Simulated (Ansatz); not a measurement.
The following input was run with Ansatz 0.2.0.

```yaml
crystal:
  lattice:
    - [1.50659145, 0.8698309792, 5.3990454898]
    - [-1.50659145, 0.8698309792, 5.3990454898]
    - [0.0, -1.7396619585, 5.3990454898]
  atoms:
    - { symbol: Na, position: [0.0, 0.0, 0.0] }
    - { symbol: Ti, position: [0.5, 0.5, 0.5], spin: 1.0 }
    - { symbol: O, position: [0.76380361, 0.76380361, 0.76380361] }
    - { symbol: O, position: [0.23619639, 0.23619639, 0.23619639] }
basis:
  ecutwfc: 500
kpoints:
  mp_grid: { grid: [6, 6, 6] }
hamiltonian:
  xc: r2scan
scf:
  occupations: { method: gaussian, width: 0.1 }
  lower_state_search: "off"
output:
  forces: true
  stress: true
  eigenvalues: true
  populations: true
magnetization:
  spin_polarized: true
```

Command:
```bash
ansatz run input.yaml --threads 1 --pin off --max-ram 2560MiB --backend cpu --events-out ev --progress --plain --runs-dir out
```

Method: DFT r2SCAN, scalar-relativistic, plane waves, PAW in Ansatz 0.2.0.

Abridged output:

```
Pseudopotentials: kind: paw
Pseudopotential: Na, paw, valence charge 9, recommended cutoff 500 eV (meta_gga)
Pseudopotential: Ti, paw, valence charge 12, recommended cutoff 500 eV (meta_gga)
Pseudopotential: O, paw, valence charge 6, recommended cutoff 500 eV (meta_gga)
Functional definition: r2SCAN
Crystal: 4 atoms, lattice volume = 42.452 Å³
Basis set: ecut = 500 eV, 1087 PW (Γ), FFT grids on a1−a3, a2−a3, a3, exchange–correlation on 96×96×180 points (64 copies of the dense FFT grid, shifted against one another)
Bands: 21, of which v1, the nominal top of the filled ones, is band 17 counted from 1 (16 counted from 0)
Symmetry: 12 space group operations
Space group: R-3m (ITA 166), of the structure as read, at distance tolerance 3.5e-5 Å
Magnetic group: BNS 166.97 (UNI 1327), of the structure as read, at distance tolerance 3.5e-5 Å
k-points: 32 of 216
Initial density: superposition of atomic densities (chi_scale 0.1, normalization cell, long waves kept (reshape's long-wave potential 0.11 eV rms))
Starting moments: Σ|m| = 1 μB on 1 of 4 sites
Initial wavefunctions: pseudopotential atomic-orbital guess
Functional: x = r2scan, c = r2scan; τ floored in thin density (d = 2e-4 eV/Å³)
SCF iter   1: F=-5135.278244 eV  HF=-5135.585090 eV  |F-HF|=3.07e-1  |Δ(HF+E_count)|=         —  Δρ=4.14e-2 (↑3.73e-2 ↓4.14e-2) dr2=1.31e0  dr2_τ=2.78e-2  dr2_m=7.87e-2  M=0.825 μB ∫|m|=0.876 μB  β_m=0.30  ethr=3.10e-3  ⟨swp⟩=5.3  Hψ=5429  notcnv=0
spin=Collinear: Kerker preconditioning applied to the charge; magnetization (m = ρ↑ − ρ↓) channel mixes plain (no charge-response kernel on spin).
SCF iter   2: F=-5135.587871 eV  HF=-5135.708282 eV  |F-HF|=1.20e-1  |Δ(HF+E_count)|=   1.23e-1  Δρ=2.74e-2 (↑2.51e-2 ↓2.74e-2) dr2=6.82e-1  dr2_τ=1.33e-2  dr2_m=3.48e-2  M=0.888 μB ∫|m|=0.918 μB  β_m=0.30  ethr=3.10e-3  ⟨swp⟩=2.0  Hψ=2353  notcnv=0  defer=15  κ⁻¹=1.0e0(r=1)
SCF iter   3: F=-5135.725574 eV  HF=-5135.714996 eV  |F-HF|=1.06e-2  |Δ(HF+E_count)|=   6.71e-3  Δρ=1.31e-2 (↑1.19e-2 ↓1.31e-2) dr2=1.84e-1  dr2_τ=3.60e-3  dr2_m=1.82e-2  M=0.914 μB ∫|m|=0.938 μB  β_m=0.30  ethr=2.07e-3  ⟨swp⟩=2.0  Hψ=2699  notcnv=0  defer=19  κ⁻¹=8.7e-2(r=2)
SCF iter   4: F=-5135.759439 eV  HF=-5135.745902 eV  |F-HF|=1.35e-2  |Δ(HF+E_count)|=   3.09e-2  Δρ=7.37e-3 (↑6.87e-3 ↓7.37e-3) dr2=2.99e-2  dr2_τ=5.96e-4  dr2_m=9.47e-3  M=0.933 μB ∫|m|=0.954 μB  β_m=0.30  ethr=5.56e-4  ⟨swp⟩=2.0  Hψ=2587  notcnv=0  defer=19  κ⁻¹=2.0e-3(r=3)
SCF iter   5: F=-5135.764032 eV  HF=-5135.758970 eV  |F-HF|=5.06e-3  |Δ(HF+E_count)|=   1.31e-2  Δρ=4.70e-3 (↑4.00e-3 ↓4.70e-3) dr2=7.82e-3  dr2_τ=4.40e-4  dr2_m=5.03e-3  M=0.950 μB ∫|m|=0.971 μB  β_m=1.00  ethr=9.06e-5  ⟨swp⟩=2.0  Hψ=2722  notcnv=0  defer=19  κ⁻¹=1.0e-4(r=4)
SCF iter   6: F=-5135.773474 eV  HF=-5135.770731 eV  |F-HF|=2.74e-3  |Δ(HF+E_count)|=   1.18e-2  Δρ=1.82e-3 (↑1.82e-3 ↓1.60e-3) dr2=1.36e-3  dr2_τ=1.17e-4  dr2_m=6.16e-4  M=0.988 μB ∫|m|=1.010 μB  β_m=1.00  ethr=2.37e-5  ⟨swp⟩=2.0  Hψ=3119  notcnv=0  defer=19  κ⁻¹=9.4e-5(r=5)
SCF iter   7: F=-5135.774203 eV  HF=-5135.772831 eV  |F-HF|=1.37e-3  |Δ(HF+E_count)|=   2.10e-3  Δρ=6.63e-4 (↑6.63e-4 ↓5.54e-4) dr2=3.88e-4  dr2_τ=1.08e-5  dr2_m=4.44e-5  M=0.996 μB ∫|m|=1.019 μB  β_m=1.00  ethr=4.13e-6  ⟨swp⟩=2.0  Hψ=2629  notcnv=0  defer=19  κ⁻¹=7.8e-5(r=6)
SCF iter   8: F=-5135.774411 eV  HF=-5135.773391 eV  |F-HF|=1.02e-3  |Δ(HF+E_count)|=   5.60e-4  Δρ=4.07e-4 (↑4.07e-4 ↓3.06e-4) dr2=1.01e-4  dr2_τ=5.67e-6  dr2_m=6.71e-6  M=0.997 μB ∫|m|=1.020 μB  β_m=1.20  ethr=1.18e-6  ⟨swp⟩=2.2  Hψ=2618  notcnv=0  defer=19
Mixer restart at iter 8: flushing history
spin-set hold released at iteration 8 (site moments contracting): the magnetisation degrees of freedom join the quasi-Newton model from the next iteration; the mixer history was flushed
SCF iter   9: F=-5135.774494 eV  HF=-5135.773898 eV  |F-HF|=5.96e-4  |Δ(HF+E_count)|=   5.07e-4  Δρ=3.59e-4 (↑3.59e-4 ↓2.58e-4) dr2=7.84e-5  dr2_τ=2.44e-6  dr2_m=2.61e-6  M=0.998 μB ∫|m|=1.020 μB  β_m=1.20  ethr=3.05e-7  ⟨swp⟩=2.0  Hψ=2431  notcnv=0  defer=19  κ⁻¹=1.0e0(r=1)
SCF iter  10: F=-5135.774555 eV  HF=-5135.774365 eV  |F-HF|=1.90e-4  |Δ(HF+E_count)|=   4.67e-4  Δρ=3.04e-4 (↑3.04e-4 ↓2.37e-4) dr2=6.15e-5  dr2_τ=1.16e-6  dr2_m=8.18e-7  M=0.998 μB ∫|m|=1.020 μB  β_m=1.20  ethr=2.38e-7  ⟨swp⟩=2.1  Hψ=2259  notcnv=0  defer=18  κ⁻¹=7.1e-2(r=2)
SCF iter  11: F=-5135.774590 eV  HF=-5135.774583 eV  |F-HF|=6.23e-6  |Δ(HF+E_count)|=   2.18e-4  Δρ=1.54e-4 (↑1.54e-4 ↓1.50e-4) dr2=2.33e-5  dr2_τ=1.09e-7  dr2_m=6.02e-8  M=0.998 μB ∫|m|=1.019 μB  β_m=1.20  ethr=1.86e-7  ⟨swp⟩=2.0  Hψ=2371  notcnv=0  defer=18  κ⁻¹=2.9e-2(r=3)
SCF iter  12: F=-5135.774594 eV  HF=-5135.774555 eV  |F-HF|=3.88e-5  |Δ(HF+E_count)|=   2.80e-5  Δρ=7.83e-5 (↑7.28e-5 ↓7.83e-5) dr2=5.28e-6  dr2_τ=1.85e-7  dr2_m=6.19e-8  M=0.998 μB ∫|m|=1.019 μB  β_m=1.20  ethr=7.07e-8  ⟨swp⟩=2.1  Hψ=2306  notcnv=0  defer=18  κ⁻¹=1.5e-2(r=4)
SCF iter  13: F=-5135.774597 eV  HF=-5135.774595 eV  |F-HF|=1.94e-6  |Δ(HF+E_count)|=   3.93e-5  Δρ=3.88e-5 (↑3.88e-5 ↓3.87e-5) dr2=1.91e-6  dr2_τ=4.47e-8  dr2_m=1.72e-8  M=0.998 μB ∫|m|=1.019 μB  β_m=1.20  ethr=1.60e-8  ⟨swp⟩=2.0  Hψ=2370  notcnv=0  defer=18  κ⁻¹=1.1e-2(r=5)
SCF iter  14: F=-5135.774597 eV  HF=-5135.774597 eV  |F-HF|=2.46e-7  |Δ(HF+E_count)|=   2.08e-6  Δρ=1.74e-5 (↑1.71e-5 ↓1.74e-5) dr2=5.27e-7  dr2_τ=6.34e-9  dr2_m=4.25e-9  M=0.998 μB ∫|m|=1.019 μB  β_m=1.20  ethr=5.79e-9  ⟨swp⟩=2.0  Hψ=2357  notcnv=0  defer=18  κ⁻¹=5.2e-3(r=6)
SCF iter  15: F=-5135.774597 eV  HF=-5135.774597 eV  |F-HF|=1.22e-7  |Δ(HF+E_count)|=   2.19e-7  Δρ=1.30e-5 (↑1.30e-5 ↓1.12e-5) dr2=1.64e-7  dr2_τ=2.07e-9  dr2_m=1.82e-9  M=0.998 μB ∫|m|=1.019 μB  β_m=1.20  ethr=1.60e-9  ⟨swp⟩=2.2  Hψ=2236  notcnv=0  defer=18  κ⁻¹=9.9e-4(r=7)
SCF iter  16: F=-5135.774597 eV  HF=-5135.774597 eV  |F-HF|=4.21e-8  |Δ(HF+E_count)|=   8.58e-8  Δρ=9.93e-6 (↑9.93e-6 ↓7.41e-6) dr2=6.64e-8  dr2_τ=1.02e-9  dr2_m=1.73e-9  M=0.998 μB ∫|m|=1.019 μB  β_m=1.20  ethr=3.03e-10  ⟨swp⟩=5.5  Hψ=5005  notcnv=0  κ⁻¹=4.1e-4(r=8)
SCF iter  17: F=-5135.774597 eV  HF=-5135.774597 eV  |F-HF|=1.25e-7  |Δ(HF+E_count)|=   4.00e-8  Δρ=4.18e-6 (↑4.18e-6 ↓3.53e-6) dr2=1.43e-8  dr2_τ=3.52e-10  dr2_m=6.77e-10  M=0.998 μB ∫|m|=1.019 μB  β_m=1.20  ethr=2.01e-10  ⟨swp⟩=1.6  Hψ=4059  notcnv=0  κ⁻¹=1.9e-4(r=8)
SCF iter  18: F=-5135.774597 eV  HF=-5135.774597 eV  |F-HF|=5.50e-8  |Δ(HF+E_count)|=   8.39e-8  Δρ=2.53e-6 (↑2.53e-6 ↓2.42e-6) dr2=7.18e-9  dr2_τ=1.93e-10  dr2_m=7.51e-11  M=0.998 μB ∫|m|=1.019 μB  ethr=4.33e-11  ⟨swp⟩=3.0  Hψ=3714  notcnv=0
SCF 1 converged in 18 iterations: F = -5135.774597 eV  dr2 = 7.18e-9
this state was not tested for a lower state beside it, because the mixer in use, unlike msr1, does not test its closes by its own steps (another_mixer; see scf.mixing.algorithm and scf.lower_state_search)
SCF converged after 18 iterations
Magnetization: 0.9981 μB (16.9990 up, 16.0010 down)
Absolute magnetization: 1.0199 μB (∫|ρ↑−ρ↓|, with the PAW one-centre terms)
Spin contamination: 0.0050 ħ² per cell (⟨S²⟩ above its minimum at these occupations)
Per-site moments (μB) at R_I (Å): [(0.00118394, 0.96755860), (0.66667482, 0.85485194), (0.01480148, 0.85485194), (0.01480148, 0.85485194)]
Free energy (F): -5135.774597 eV
Harris-Foulkes:  -5135.774597 eV  (|F-HF|=5.50e-8)
Internal energy: -5135.765964 eV  (E = F + TS)
E sigma→0 (E₀):  -5135.770281 eV
Entropy (-TS):   -0.008633 eV (-2.158 meV/atom)
Fermi energy:    11.699549 eV
--- Per-component energies (eV) ---
  E_band       = -367.252745
  E_kinetic    = 749.944731
  E_local      = -2513.424108  (includes V_loc(G=0)·N_el)
  E_nonlocal   = 217.381664
  E_hartree    = 930.101820
  E_xc         = -279.562763
  E_vxc        = -403.530027  (∫ρ·V_xc dr)
  E_paw        = -1643.854955  (= ΣΔE_a)
  E_vpaw       = -305.496931  (= ΣTr[D̂ρ^β])
  E_aug_tail   = 0.002185  (compensation charges beyond the density's cutoff)
  E_vtau       = 27.664267  (kinetic-family band-sum trace: ∫τ·v_τ [+ j·A + Jᵃ·Aᵃ] dr)
  E_ewald      = -2596.010933
  E_core_change = -0.343606  (= ΣΔE_core)
  E_smearing   = -0.008633  (= −TS)
--- Forces (eV/Å), atoms counted from 1 ---
  atom   1  Na     0.00000000     0.00000000     0.00000000
  atom   2  Ti     0.00000000     0.00000000     0.00000000
  atom   3  O      0.00000000     0.00000000     0.11327374
  atom   4  O      0.00000000     0.00000000    -0.11327374
--- Stress (GPa, compression-positive) ---
       -0.899075       0.000000       0.000000
        0.000000      -0.899075       0.000000
        0.000000       0.000000       0.175854
  P = ⅓ Tr σ = -0.5408 GPa (-5.408 kbar)
--- Band table (eV; the first three rows and the last of 64) ---
  k-point 0 ↑: bands = ["-49.4040", "-43.3049", "-24.7043", "-24.4180", "-24.4180", "-13.8078", "-13.6615", "-13.6615", "-10.0763", "-8.7942", "3.6586", "5.5130", "5.5130", "7.2077", "7.6907", "7.6907", "11.3888", "11.3888", "12.2461", "14.1003", "14.8998"]
  k-point 1 ↑: bands = ["-49.3888", "-43.2997", "-24.6729", "-24.5444", "-24.4427", "-13.7825", "-13.7310", "-13.6736", "-9.7892", "-8.8849", "4.0938", "5.0902", "5.6480", "6.4816", "7.3104", "7.3996", "11.3603", "11.8158", "12.3590", "14.3309", "14.9207"]
  k-point 2 ↑: bands = ["-49.3582", "-43.2893", "-24.7921", "-24.6060", "-24.4917", "-13.8647", "-13.7261", "-13.6978", "-9.3053", "-8.9642", "4.3989", "4.9256", "5.2762", "5.7659", "6.9036", "6.9394", "11.0806", "12.4339", "12.7088", "14.4785", "15.0581"]
  k-point 31 ↓: bands = ["-48.3320", "-43.3054", "-23.5722", "-23.3589", "-23.3589", "-13.8349", "-13.6613", "-13.6613", "-9.7813", "-8.9823", "4.6466", "5.6770", "5.6770", "6.0625", "7.6388", "7.6388", "12.8960", "12.8960", "13.3709", "15.3355", "15.3355"]
--- Löwdin populations: 4 sites ---
  site symbol q [e]    m [muB]
     0     Na      8.2565     0.0066
     1     Ti     10.8187     0.9639
     2      O      6.8997     0.0100
     3      O      6.8997     0.0100
  spilling = 0.003799 (of n_electrons = 33.000000)
```

The calculation finished and met its thresholds.

Time: 64 s on 1 thread of AMD EPYC (Zen 3) (shared host), peak memory 0.49 GiB.

The state reached may not be the lowest one. The k mesh is coarse.